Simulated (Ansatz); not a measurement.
Starting cell, CoSi₂ (fluorite type, space group Fm-3m):

```xyz
3
Lattice="0.0000 2.6573 2.6573 2.6573 0.0000 2.6573 2.6573 2.6573 0.0000" Properties=species:S:1:pos:R:3 pbc="T T T"
Co     0.0000     0.0000     0.0000
Si     1.3287     1.3287     1.3287
Si     3.9860     3.9860     3.9860
```

In this cell atom 1 (Co, nearest neighbour Si at 2.301 Å; its periodic images, 3.8 Å or more away, move with it) is moved by s along Cartesian z, unit vector (0.000, 0.000, 1.000); all other atoms and the cell stay fixed.

The numbers are results of r2SCAN (plane waves to 500 eV, PAW, scalar-relativistic; Ansatz, a program for electronic structure), not measurements. k mesh 12×12×12 (Γ-centred), Fermi-Dirac smearing 0.05 eV. Energies are smeared free energies. With partly filled bands, energies and forces of such displacements shift with the k mesh and the smearing. CoSi2 is run without spin polarisation. CoSi2 was relaxed with its symmetry unable to fall. The PAW data are Ansatz's earlier set. ΔE is measured from the undisplaced structure.

Q: What ΔE (meV/cell) does the calculation give at s (Å) = -0.690, -0.414, -0.276, 0.138, 0.414, 0.552?

A: 
```
s (Å)   ΔE (meV/cell)
------  -------------
-0.690           2877
-0.414           1095
-0.276            489
0.138             122
0.414            1095
0.552            1910
```

(For displaced atoms, the force is minus the slope of the energy, and its curvature is a force constant, which sets phonon frequencies.)
